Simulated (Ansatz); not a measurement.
# Vibrations of Pd (Fm-3m) by finite displacements

```
CELL_PARAMETERS angstrom
0.00000 1.93760 1.93760
1.93760 0.00000 1.93760
1.93760 1.93760 0.00000
ATOMIC_POSITIONS crystal
Pd 0.00000 0.00000 0.00000
```

Computed, not measured; unless marked otherwise by PBEsol, all-electron LAPW in Ansatz 0.2.0, scalar-relativistic. k mesh 20×20×20, Fermi-Dirac smearing of 0.050 eV, basis error target 1 meV/atom. The cell was relaxed by PAW under this functional.

Atoms are displaced by 0.01 Å in the smallest supercells that hold the wave vectors of a 4×4×4 mesh. Negative values stand for unstable modes.

(1) What are the phonon energies at the solved wave vectors, in cm⁻¹?

(2) Is the structure dynamically stable at these wave vectors?

(3) How well do frozen-core PAW files reproduce these all-electron values?

Answers

(1) 

| q | point | modes (cm⁻¹) |
| --- | --- | --- |
| 0.250 0.000 0.000 | – | 71.1 (×2), 165.7 |
| 0.500 0.000 0.000 | L | 115.3 (×2), 235.3 |
| 0.250 0.250 0.000 | – | 107.4 (×2), 163.3 |
| 0.500 0.250 0.000 | – | 136.1, 151.4, 215.3 |
| -0.250 0.250 0.000 | – | 99.4, 151.0, 200.8 |
| 0.500 0.500 0.000 | X | 160.2 (×2), 228.0 |
| -0.250 0.500 0.250 | W | 149.4, 192.5 (×2) |

(2) Yes, no mode is unstable there; wave vectors off this mesh aren't tested.

(3) With a cutoff of 420 eV and displacements of 0.0025 Å, the r.m.s. difference over the modes is 0.0 cm⁻¹; the largest difference is 163.2 (PAW) against 163.3 cm⁻¹ (LAPW).

Keep in mind: responses of metals move with mesh and smearing; the frozen-core PAW files of the compared runs were fitted under PBE, their cores solved anew for this functional.
